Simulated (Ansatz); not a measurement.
All numbers below come from Ansatz 0.2.0, DFT PBE, scalar-relativistic, plane waves, PAW. Plane waves to 420 eV, a 14×14×14 mesh through Γ for the 10-atom cell and 0.01 eV Gaussian smearing; no spin polarisation.

Formation energies are uncorrected and refer to the elements' standard structures at the same level (N₂ as a molecule).

Question: Suggest a trial structure for a tetragonal narrow-gap semiconductor made of Al, N and Y, with a gap near 0.3 eV, a formation energy near −1.28 eV/atom and about 13 Å³ per atom, in a cell of 10 atoms. Its symmetry should be I4/mmm (No. 139).

Answer: Y₃Al₂N₅, space group I4/mmm (No. 139). Y on a site of symmetry 4/mmm has 4 N at 2.39 Å and 2 N at 2.54 Å; around Y on a site of symmetry 4mm lie 1 N at 2.20 Å, 5 N at 2.39–2.51 Å and 4 Al at 3.16 Å; Al is surrounded by 1 N at 1.87 Å, 1 N at 2.04 Å, 4 N at 2.39 Å, 4 Al at 3.11 Å and 4 Y at 3.16 Å; around N on a site of symmetry 4mm lie 1 Al at 2.04 Å, 4 Y at 2.39 Å and 1 Y at 2.54 Å; 2 more sites not described.

```cif
data_structure
_symmetry_space_group_name_H-M 'I4/mmm'
_symmetry_Int_Tables_number 139
_cell_length_a 3.3785
_cell_length_b 3.3785
_cell_length_c 22.3035
_cell_angle_alpha 90.000
_cell_angle_beta 90.000
_cell_angle_gamma 90.000
_cell_volume 254.58
loop_
_atom_site_label
_atom_site_type_symbol
_atom_site_symmetry_multiplicity
_atom_site_Wyckoff_symbol
_atom_site_fract_x
_atom_site_fract_y
_atom_site_fract_z
_atom_site_occupancy
Y1 Y 2 a 0.00000 0.00000 0.00000 1
Y2 Y 4 e 0.00000 0.00000 0.38755 1
Al1 Al 4 e 0.50000 0.50000 0.29469 1
N1 N 4 e 0.50000 0.50000 0.38622 1
N2 N 4 e 0.00000 0.00000 0.28910 1
N3 N 2 b 0.50000 0.50000 0.00000 1
```

The volume per atom is 12.73 Å³ and the density is 5.10 g/cm³. The formation energy is −1.283 eV/atom. The gap on the 14×14×14 mesh of the 10-atom cell is 0.25 eV.

The cell was found from a structure generator's guess, not taken from experiment. The answer needn't be unique; the calculation gave this one.

Kohn–Sham gaps at this level usually fall short of measured ones. Small gaps are read on the mesh alone, and bands can cross between its points. Symmetry constrained the relaxation, so the result can be a saddle point.
